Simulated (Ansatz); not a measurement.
LuB2Ru3:
```
LuB2Ru3
1.0
    5.44423     0.00000     0.00000
   -2.72211     4.71484     0.00000
    0.00000     0.00000     3.00264
Ru Lu B
3 1 2
Direct
  0.50000   0.00000   0.50000
  0.50000   0.50000   0.50000
  0.00000   0.50000   0.50000
  0.00000   0.00000   0.00000
  0.33333   0.66667   0.00000
  0.66667   0.33333   0.00000
```

Relaxed with r²SCAN.

Q: Map the electron localisation function on the plane through (0.500, 0.500, 0.500) spanned by u = [0, 0, 1] and v = [1, -1, 0] in lattice vectors, from r²SCAN (plane waves, PAW; program Ansatz).

A: x is the fraction of u, y of v (the angle between them is 90°; rows are the nearest grid lines); atoms in the plane: Ru at (0.00, 0.00), Lu at (0.50, 0.50), B at (0.50, 0.83), B at (0.50, 0.17).
```
|.-*#+:.-=-.:+#*-.|
|###*=:-+*+-:=*###|
|**+=-=*###*=-=+**|
|::-+*#+-:-+#*+-::|
|-=+*#*:   :*#*+=-|
|--=+*#*+=+*#*+=--|
|---=+*******+=---|
|-----=======-----|
|===-:..   ..:-===|
|=-:...-===-...:-=|
|::..:+#%%%#+:..::|
|  .-#@@@@@@@#-.  |
|  .-#@@@@@@@#-.  |
|::..:+#%%%#+:..::|
|=-:...-===-...:-=|
|===-:..   ..:-===|
|-----=======-----|
|---=+*******+=---|
|--=+*#*+=+*#*+=--|
|-=+*#*:   :*#*+=-|
|::-+*#+-:-+#*+-::|
|**+=-=*###*=-=+**|
|###*=:-+*+-:=*###|
|.-*#+:.-=-.:+#*-.|
```
Scale: ten equal steps from 0.001 (start of ' ') to 0.871 (end of '@'), in the order ' .:-=+*#%@'; x runs from 0.000 to 1.00, y from 0.000 (bottom) to 1.00 (top).

The density is the valence pseudo-density with augmentation charge, so density and ELF within about 1 Å of a nucleus are not all-electron values.

Space group P6/mmm. The workflow started from an entry of the Crystallography Open Database (COD). Its standing as an ambient phase is unchecked. The cell was relaxed with r²SCAN under the symmetry of its start; whether a distortion lowers the energy is not shown. No spin polarisation was allowed. Spin–orbit coupling is left out wherever it is not named.

Potentials: the later of the program's two PAW sets.
